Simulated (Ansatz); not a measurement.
SnSe:
```
CELL_PARAMETERS angstrom
      4.19271     0.00000     0.00000
      0.00000     4.19271     0.00000
      0.00000     0.00000    32.00000
ATOMIC_POSITIONS crystal
  Sn 0.50000 0.00000 0.54201
  Se 0.50000 0.00000 0.45844
  Sn 0.00000 0.50000 0.45799
  Se 0.00000 0.50000 0.54156
```
Free-standing layer in the xy plane with vacuum along z and no interaction between images.

Relaxed with LDA.

### Question
All from DFT-LDA in the program Ansatz with PAW potentials, unless another level is named. Give the band gap.

### Answer
0.58 eV (direct).

### Question
Next, the electron effective mass, in the valley on the Γ–X line, 83 % of the way from Γ?

### Answer
0.11 along x, 0.063 along y (mₑ).

### Question
What about the hole effective mass, in the valley on the Γ–X line, 82 % of the way from Γ?

### Answer
0.068 mₑ.

Space group P4/nmm (square). The layer was cut from a bulk entry of the Materials Project (measured or hypothetical); whether that bulk phase is the ambient one, and whether the layer has been isolated, was not checked. The LDA relaxation kept the symmetry of its start; whether a distortion lowers the energy is not shown. Scalar-relativistic: spin–orbit coupling is off unless named, which matters more the heavier the elements.

Potentials: the later of the program's two PAW sets.
